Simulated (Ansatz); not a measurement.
InP (zinc blende)

```xyz
4
Lattice="0.0000 5.9595 5.9595 2.9798 2.9798 5.9595 2.9798 2.9798 0.0000" Properties=species:S:1:pos:R:3 pbc="T T T"
P      4.4696    10.4292    10.4292
P      4.4696     7.4494     7.4494
In     0.0000     0.0000     0.0000
In     2.9798     5.9595     8.9393
```

A phonon eigenvector at X = (0.5, 0.5, 0.0) is frozen into this cell: atom i moves by Q times the vector below, so Q is the largest atomic displacement, in Å. The cell is held. It is one choice among 2 degenerate patterns. (q is in reciprocal vectors of the primitive cell; the cell shown is doubled to hold the pattern.)

| atom | x | y | z |
|---|---|---|---|
| P1 | -0.727 | 0.000 | 0.000 |
| P2 | 0.727 | 0.000 | 0.000 |
| In3 | 0.000 | -1.000 | 0.000 |
| In4 | 0.000 | 1.000 | 0.000 |

Method: PBE (plane waves to 420 eV, PAW, scalar-relativistic; Ansatz, an electronic-structure program). k mesh 10×10×10 (Γ-centred), Fermi-Dirac smearing 0.05 eV. E stands for the smeared free energy. InP was relaxed with its symmetry unable to fall. The zero of ΔE is the undisplaced structure.

```csv
Q (Å),ΔE (meV/cell)
-0.1000,21.2
-0.0833,14.7
-0.0667,9.4
-0.0500,withheld
-0.0333,2.3
-0.0167,0.6
0.0000,0.0
0.0167,0.6
0.0333,2.3
0.0500,withheld
0.0667,9.4
0.0833,14.7
0.1000,21.2
```

Fit an even polynomial form (powers 2, 4) to the given rows and predict ΔE at Q = 0.0500.

Least squares on the 11 given rows: ΔE = (2106)·Q² + (1431)·Q⁴, in meV/cell with Q in Å; root-mean-square residual 0.02 meV/cell. At 0.0500 the fit gives 5.3 meV/cell; the calculation gives 5.3 meV/cell, the same to the digits shown. The quadratic term alone would give 5.3 meV/cell.

(A displaced cell: forces are minus the slopes of the energy, force constants its curvatures, and phonons follow from these.)
